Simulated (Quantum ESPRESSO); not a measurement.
```cif
data_ClCs
_chemical_formula_sum 'Cl1 Cs1'
_space_group_name_H-M_alt 'P 1'
_space_group_IT_number 1
_cell_length_a 4.14678
_cell_length_b 4.14678
_cell_length_c 4.14678
_cell_angle_alpha 90.000
_cell_angle_beta 90.000
_cell_angle_gamma 90.000
loop_
_space_group_symop_operation_xyz
  'x, y, z'
loop_
_atom_site_label
_atom_site_type_symbol
_atom_site_fract_x
_atom_site_fract_y
_atom_site_fract_z
_atom_site_occupancy
Cl1 Cl 0.50000 0.50000 0.50000 1
Cs1 Cs 0.00000 0.00000 0.00000 1
```

The PBEsol cell relaxed from Materials Project entry mp-22865 was given an isotropic strain of +2 % on all lattice vectors, and the atoms were relaxed again.

What does norm-conserving PBEsol (Quantum ESPRESSO, 58 Ry, scalar-relativistic) give for the electronic structure near the Fermi level?

The PBEsol gap is direct, 4.98 eV at Γ.
